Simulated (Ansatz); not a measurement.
An element in the diamond structure gives these cold pressures by all-electron LAPW under LDA (Ansatz 0.2.0, scalar-relativistic, no spin polarisation).

```csv
V (Å³/atom),P (GPa)
26.07,0.01
23.46,7.35
20.86,21.5
18.25,49.1
15.64,105.7
13.03,229.5
10.43,528.2
```

(1) Which element is it?

Answers

(1) Ag. Its zero-pressure volume in this structure is near 26.1 Å³/atom; the volume and the steepness of P(V) together point to it, though neighbours can come close. Neighbours weren't tried against these numbers.
